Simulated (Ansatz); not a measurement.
MgTaN: input and output

The input, for Ansatz 0.2.0 (plane waves, PAW):

```yaml
crystal:
  lattice:
    - [3.079265, 0.0, 0.0]
    - [0.0, 3.079265, 0.0]
    - [0.0, 0.0, 7.795607]
  atoms:
    - { symbol: Mg, position: [0.0, 0.5, 0.9] }
    - { symbol: Mg, position: [0.5, 0.0, 0.1] }
    - { symbol: Ta, position: [0.0, 0.5, 0.335] }
    - { symbol: Ta, position: [0.5, 0.0, 0.665] }
    - { symbol: "N", position: [0.0, 0.5, 0.617] }
    - { symbol: "N", position: [0.5, 0.0, 0.383] }
  symmetry: { tolerance: 0.0003 }
kpoints:
  mp_grid: { grid: [11, 11, 5], shift: [0, 0, 0] }
  band_path:
    path:
      - [0.0, 0.0, 0.0]
      - [0.0, 0.5, 0.0]
      - [0.5, 0.5, 0.0]
      - [0.0, 0.0, 0.0]
      - [0.0, 0.0, 0.5]
      - [0.0, 0.5, 0.5]
      - [0.5, 0.5, 0.5]
      - [0.0, 0.0, 0.5]
      - [0.0, 0.5, 0.0]
      - [0.0, 0.5, 0.5]
      - [0.5, 0.5, 0.0]
    npoints: 6
magnetization:
  spin_polarized: false
scf:
  occupations: { method: fermi_dirac, width: 0.0414 }
  lower_state_search: "off"
  max_iter: 200
hamiltonian:
  pseudopotentials: { kind: paw }
  xc: pbe
basis:
  ecutwfc: 420
  fft_grid_basis: typed
output:
  forces: true
  stress: true
  eigenvalues: true
  bader: true
  populations: true
  elf: true
  write_potential: true
  volumetric_format: npy
  dos:
    e_range: [-12, 8]
    de: 0.05
    projected: { site_lists: { Mg: [Mg], "N": ["N"], Ta: [Ta] } }
checkpoint:
  read: saved_state
```

The saved state is an earlier solution for the same cell, perhaps on another mesh. 

Excerpt of what it printed:

```
Pseudopotentials: kind: paw
Pseudopotential: Mg, paw, valence charge 10, recommended cutoff 420 eV (normal), Mg.paw.azcp
Pseudopotential: Ta, paw, valence charge 13, recommended cutoff 420 eV (normal), Ta.paw.azcp
Pseudopotential: N, paw, valence charge 5, recommended cutoff 420 eV (normal), N.paw.azcp
Functional definition: PBE
  exchange = pbe_x(kappa = kappa, mu = beta*pi^2/3)
  correlation = pbe_c(beta = beta)
Crystal: 6 atoms, lattice volume = 73.917 Å³
Basis set: ecut = 420 eV, 1459 PW (Γ), exchange–correlation on 48×48×108 points (8 copies of the dense FFT grid, shifted against one another)
Bands: 34, of which v1, the nominal top of the filled ones, is band 28 counted from 1 (27 counted from 0)
Symmetry: 16 space group operations
Space group: P4/nmm (ITA 129), of the structure as read, at distance tolerance 1.3e-3 Å
k-points: 63 of 605
Initial density: read from a saved state, or passed on in memory by an earlier SCF of this step, an earlier step, the calling program or the single point that the run made first
Functional: x = pbe(κ = 0.804, μ = 0.2195), c = pbe(β = 0.0667)
SCF iter   1: F=—  Δρ=1.78e-3  dr2=1.52e-3
SCF iter   2: F=—  Δρ=8.08e-4  dr2=2.37e-4
SCF iter   3: F=—  Δρ=3.23e-4  dr2=6.49e-5
SCF iter   4: F=—  Δρ=5.74e-5  dr2=2.76e-6
SCF iter   5: F=-24482.2183 eV  Δρ=8.86e-6  dr2=8.11e-8
Free energy (F): -24482.2183 eV
Harris-Foulkes:  -24482.2183 eV  (|F-HF|=5.42e-8)
Internal energy: -24482.2055 eV  (E = F + TS)
E sigma→0 (E₀):  -24482.2119 eV
Entropy (-TS):   -0.0128 eV (-2.129 meV/atom)
Fermi energy:    15.9064 eV
--- Forces (eV/Å), atoms counted from 1 ---
  atom   1  Mg     0.0000     0.0000    -0.1211
  atom   2  Mg     0.0000     0.0000     0.1211
  atom   3  Ta     0.0000     0.0000     0.5698
  atom   4  Ta     0.0000     0.0000    -0.5698
  atom   5  N      0.0000     0.0000    -0.3413
  atom   6  N      0.0000     0.0000     0.3413
--- Stress (GPa, compression-positive) ---
        6.0112       0.0000       0.0000
        0.0000       6.0112       0.0000
        0.0000       0.0000      22.1836
  P = ⅓ Tr σ = 11.4020 GPa (114.020 kbar)
--- Löwdin populations: 6 sites ---
  site symbol       q [e]
     0     Mg      9.0235
     1     Mg      9.0235
     2     Ta     12.6784
     3     Ta     12.6784
     4      N      5.8542
     5      N      5.8542
  spilling = 0.0159 (of n_electrons = 56.0000)
--- Bader charges: 6 sites ---
  site symbol  charge [e]  shift [e]
     0     Mg      1.4186     0.0006
     1     Mg      1.4186     0.0006
     2     Ta      0.3557     0.0012
     3     Ta      0.3557     0.0012
     4      N     -1.7742     0.0005
     5      N     -1.7743     0.0005
```

Origin: a known structure type with other elements, at an estimated volume, so it need not be a known compound. Caveats: many states at the Fermi level without spin polarisation, so a magnetic state may lie lower.
